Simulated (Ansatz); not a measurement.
# Formation energy of Ba3Sn (L12 type)

```yaml
crystal:
  lattice:
    - [5.33709, 0.00000, 0.00000]
    - [0.00000, 5.33709, 0.00000]
    - [0.00000, 0.00000, 5.33709]
  atoms:
    - { symbol: Sn, position: [0.00000, 0.00000, 0.00000] }
    - { symbol: Ba, position: [0.00000, 0.50000, 0.50000] }
    - { symbol: Ba, position: [0.50000, 0.00000, 0.50000] }
    - { symbol: Ba, position: [0.50000, 0.50000, 0.00000] }
```

The cell comes from a relaxation on PAW files under the same functional, begun from a prototype that needn't be the stable phase.

All numbers are LDA results (scalar-relativistic) from Ansatz 0.2.0, with a Γ-centred 6×6×6 k mesh, Fermi–Dirac smearing of 0.05 eV, no spin polarisation. Methods: LAPW: all electrons, basis error target 0.5 meV/atom; PAW: frozen-core files, cutoff 420 eV; norm-conserving: pseudopotentials, cutoff 980 eV.

The elements are taken as Ba bcc, Sn alpha-Sn, each relaxed on PAW files under the same functional and computed by the same method as the compound; zero-point and thermal terms are left out.

Spin–orbit coupling is left out, which matters for the heavy atoms. The PAW files were made under PBE. The norm-conserving files are those that the library serves for this functional.

(1) What is the formation energy by LAPW, and how far do the other methods lie from it?

(2) Give the LAPW value for one formula unit in kJ/mol.

Answers

(1) -0.443 eV/atom; PAW +0.2 meV/atom; norm-conserving -0.8 meV/atom. The compound is bound against these elements; other compounds of the system weren't compared.

(2) -0.443 eV/atom × 4 atoms × 96.485 kJ/(mol·eV) = -171.0 kJ/mol, at zero temperature and without zero-point motion.
